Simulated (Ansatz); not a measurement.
Data:

PtSe₂:
```cif
data_PtSe2
_chemical_formula_sum 'Se2 Pt1'
_space_group_name_H-M_alt 'P 1'
_space_group_IT_number 1
_cell_length_a 3.77329
_cell_length_b 3.77329
_cell_length_c 4.81647
_cell_angle_alpha 90.000
_cell_angle_beta 90.000
_cell_angle_gamma 120.000
loop_
_space_group_symop_operation_xyz
  'x, y, z'
loop_
_atom_site_label
_atom_site_type_symbol
_atom_site_fract_x
_atom_site_fract_y
_atom_site_fract_z
_atom_site_occupancy
Se1 Se 0.33333 0.66667 0.26546 1
Se2 Se 0.66667 0.33333 0.73454 1
Pt1 Pt 0.00000 0.00000 0.00000 1
```

This is the PBE+D3(BJ)-relaxed structure.

**Question.** All from plane-wave PAW PBE+D3(BJ) (Ansatz code), unless another level is named. Estimate the Debye temperature from the elastic constants.

**Answer.** 256 K.

**Question.** What about the highest zone-centre frequency?

**Answer.** 215 cm⁻¹.

Space group P-3m1 (CdI2 type). Symmetry was held in the PBE+D3(BJ) relaxation; of distortions, only those at the zone centre were tested. The run is not spin-polarised. As this level gives no gap, shear constants depend on the k-mesh and smearing (Fermi–Dirac, 0.1 eV here). As this level gives no gap, phonon frequencies hold no LO–TO term and depend on the k-mesh and smearing (Fermi–Dirac, 0.1 eV here). Spin–orbit coupling is left out wherever it is not named.

Potentials: the later of the program's two PAW sets.
